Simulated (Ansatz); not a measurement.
## Structure optimisation: niobium, diamond

All numbers below come from DFT, PBEsol, plane waves (420 eV) with PAW, scalar-relativistic in Ansatz. (PAW data from PBE, frozen cores regenerated.)

k-point mesh 9×9×9, Fermi-Dirac smearing 0.1 eV, no spin polarisation. Cell and atoms relax.

Starting structure:

```
Nb
1.0
     0.00000    2.89513    2.89513
     2.89513    0.00000    2.89513
     2.89513    2.89513    0.00000
Nb
2
Direct
  0.12500 0.12500 0.12500
  0.87500 0.87500 0.87500
```

**Question.** What cell does the relaxation end in?

**Answer.** Fd-3m with a = 5.813 Å; 24.56 Å³ per atom against 24.27 at the start (1.2 %).

**Question.** How much energy does the relaxation gain?

**Answer.** 0.8 meV per atom.
